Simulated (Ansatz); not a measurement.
**Field gradients of CsTlF₄ from run to run**

Cell of run 1: a computed structure from the Materials Project (it need not be an observed phase).

```cif
data_CsTlF4
_symmetry_space_group_name_H-M 'Pca2_1'
_symmetry_Int_Tables_number 29
_cell_length_a 8.5611
_cell_length_b 6.6809
_cell_length_c 8.7269
_cell_angle_alpha 90.000
_cell_angle_beta 90.000
_cell_angle_gamma 90.000
loop_
_atom_site_label
_atom_site_type_symbol
_atom_site_symmetry_multiplicity
_atom_site_Wyckoff_symbol
_atom_site_fract_x
_atom_site_fract_y
_atom_site_fract_z
Cs Cs 4 a 0.1969 0.5133 0.1981
Tl Tl 4 a 0.9941 0.0005 0.4469
F9 F 4 a 0.0613 0.2923 0.5040
F13 F 4 a 0.0133 0.0931 0.1972
F17 F 4 a 0.7437 0.1217 0.4398
F21 F 4 a 0.4204 0.2912 0.3939
```

One atom of each set is listed.

All runs are DFT with Ansatz 0.2.0 (plane waves and PAW, scalar-relativistic unless spin–orbit coupling is named, Γ-centred meshes, Fermi–Dirac smearing where given) in this cell.

Run 1: PBE, atoms as given; 420 eV, 3×4×3 k-points, smearing 0.02 eV.
Run 2: r2SCAN, atoms as given; 500 eV, 3×4×3 k-points, smearing 0.02 eV.
Run 3: PBE with spin–orbit coupling, atoms as given; 420 eV, 3×4×3 k-points, smearing 0.02 eV.
Run 4: PBE, atoms as given; 550 eV, 3×4×3 k-points, smearing 0.02 eV.

| run | Cs V_zz (η) | Tl V_zz (η) | F13 V_zz (η) | F17 V_zz (η) | F21 V_zz (η) |
| --- | --- | --- | --- | --- | --- |
| 1 | 5.48 (0.47) | -24.9 (0.18) | 12.69 (0.22) | 11.27 (0.34) | 15.60 (0.04) |
| 2 | ? | ? | ? | ? | ? |
| 3 | 5.48 (0.47) | -23.7 (0.19) | 12.85 (0.22) | 11.42 (0.34) | 15.75 (0.04) |
| 4 | 5.48 (0.47) | -24.9 (0.18) | 12.74 (0.22) | 11.32 (0.34) | 15.65 (0.04) |

V_zz in 10²¹ V/m²; 5 of the 6 sets of like atoms are followed.

(1) Estimate the row of run 2.

Answers

(1) Cs: 5.88 (0.47); Tl: -25.5 (0.18); F13: 12.12 (0.20); F17: 10.79 (0.33); F21: 15.21 (0.04). It lies nearest to run 1, from whose tensors on these sites it differs by 0.63 at most (largest principal value of the difference, on Tl). Taken one at a time, spin–orbit coupling moves the tensors on these sites by up to 1.13 (largest principal value of the change, on Tl), the functional (r2SCAN with its higher cutoff) by 0.63 (Tl), the cutoff by 0.05 (F13).

In run 2 the atoms aren't at the calculated equilibrium (largest force 0.47 eV/Å).
